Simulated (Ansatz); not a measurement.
A geometry of SrTiO3 away from equilibrium: step 2 of the relaxation of a relaxed SrTiO3 cell shaken by Gaussian noise of σ = 0.08 Å a coordinate. All values below come from r2SCAN (plane waves to 500 eV, PAW, scalar-relativistic; Ansatz, an electronic-structure program). Γ-centred k-mesh 5×5×5 on the run's cell (coarser than for final values), Fermi–Dirac smearing 0.05 eV.

```
CELL_PARAMETERS angstrom
      2.77917     1.59668     4.52749
     -2.77208     1.58656     4.52673
     -0.00522    -3.18884     4.52909
ATOMIC_POSITIONS crystal
  Sr 0.25813 0.24070 0.25709
  Sr 0.74801 0.75190 0.75349
  Ti 0.97680 0.00649 0.01061
  Ti 0.47902 0.49835 0.51347
  O  0.74706 0.75162 0.24362
  O  0.28576 0.72303 0.76302
  O  0.78031 0.23239 0.73031
  O  0.24996 0.23884 0.76742
  O  0.73525 0.24294 0.25740
  O  0.24731 0.75016 0.26863
```

Q: Predict the force on each atom, in eV/Å.

A: 
```
atom     Fx     Fy     Fz
----  -----  -----  -----
Sr1   -0.36  -0.15  -0.24
Sr2   -0.10  -0.21  -0.15
Ti3    0.55   0.01  -0.05
Ti4   -0.01   0.27   0.48
O5     0.35   0.24   0.10
O6    -0.44  -0.33   0.03
O7     0.12  -0.23   0.13
O8    -0.04   0.25   0.26
O9     0.17   0.34  -0.24
O10   -0.24  -0.20  -0.32
```

Q: What is the pressure?

A: -0.2 GPa, compression positive.

Q: How much energy per atom can still be gained by relaxing?

A: 0.01 eV/atom; the path ends in Cc (No. 9) at a tolerance of 0.01 Å, R3c (No. 161) at 0.1 Å.

No spin polarisation in the result.

The end of the path is a generated cell of SrTiO3: the first start was made by placing the elements on the sites of a structure type, and the end was not matched to a known phase here, so it may be hypothetical. Known forms of SrTiO3 include space group No. 221.
